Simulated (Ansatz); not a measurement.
## Two states of GdFeTe

```
CELL_PARAMETERS angstrom
4.14659 0.00000 0.00000
0.00000 4.14659 0.00000
0.00000 0.00000 8.88903
ATOMIC_POSITIONS crystal
Te 0.00000 0.50000 0.62870
Te 0.50000 0.00000 0.37130
Fe 0.00000 0.00000 0.00000
Fe 0.50000 0.50000 0.00000
Gd 0.00000 0.50000 0.27340
Gd 0.50000 0.00000 0.72660
```

Level: PBE; 420 eV; 6×6×3 Γ-centred mesh; fermi-dirac occupations (width 0.0153 eV); Ansatz 0.2.0, fixed geometry.

State A: Fe3 up, Fe4 up, Gd5 up, Gd6 up (collinear spin). State B: Fe3 up, Fe4 up, Gd5 down, Gd6 down (collinear spin).

Problem. Which state is lower, and how do they differ?

Solution. State B is lower by 23.9 meV an atom at zero smearing.

```csv
state,free energy (meV/atom),largest moment in a small sphere (μB),net moment (μB/cell),gap on mesh (eV),pressure (GPa),largest force (eV/Å)
A,24.1,6.81,19.28,metal,-0.2,0.65
B,0.0,7.08,8.74,metal,-0.6,0.76
```

Origin: a known structure type with other elements, at an estimated volume, so it need not be a known compound. Caveats: f shells without a U or exact exchange are poorly placed.
